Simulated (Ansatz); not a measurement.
## Te₂Mo: reading a single point

```
CELL_PARAMETERS angstrom
1.74282 3.01865 0.00000
-1.74282 3.01865 0.00000
0.00000 0.00000 13.84425
ATOMIC_POSITIONS crystal
Mo 0.33333 0.33333 0.25000
Mo 0.66667 0.66667 0.75000
Te 0.33333 0.33333 0.62100
Te 0.66667 0.66667 0.12100
Te 0.33333 0.33333 0.87900
Te 0.66667 0.66667 0.37900
```

Level: PBE, no spin polarisation; 420 eV; 12×12×2 Γ-centred mesh; fermi-dirac occupations (width 0.1 eV); Ansatz 0.2.0, fixed geometry.

Q: What is the band gap?

A: The gap is 0.70 eV, indirect (the least direct gap found is 1.08 eV).

Q: Describe some of the short contacts.

A: Mo–Te at 2.69 Å: least valence density 0.47 e/Å³ and ELF 0.47 there. Both are smooth PAW fields, read partly inside the augmentation spheres.

Q: How is the charge shared?

A: Bader charges in e: Te -0.29, Mo +0.57. In the mean Mo gives up most and Te takes most, against the order of Pauling's electronegativities.

Q: Is the cell too large or too small?

A: The pressure is 6.1 GPa (compression positive), so with the atoms held at these fractions the cell would first expand. The principal stresses 5.6, 5.6, 7.0 GPa differ, so its shape would change too.

Q: Which orbitals make up the band edges?

A: Within 0.7 eV of the edges, the states project mainly on Mo d (52 %) and Te p (43 %) below the gap and on Mo d (70 %) and Te p (23 %) above it.

Q: Which atom feels the largest force, and which way?

A: The largest is on Te3 (and as large on other atoms): 0.58 eV/Å, components (0.00, 0.00, -0.58). It makes 132° with the line to a nearest neighbour, Mo2 at 2.69 Å.

Q: What is the formation energy?

A: -0.23 eV an atom against the elements' usual phases (free molecules for gases, crystals otherwise, with no correction for O₂ or N₂), so it is bound against them; other compounds may still compete. Relaxing would lower it.

Origin: a database entry at a rescaled volume. Caveats: no spin-orbit coupling, which can shift this gap by tenths of an eV.
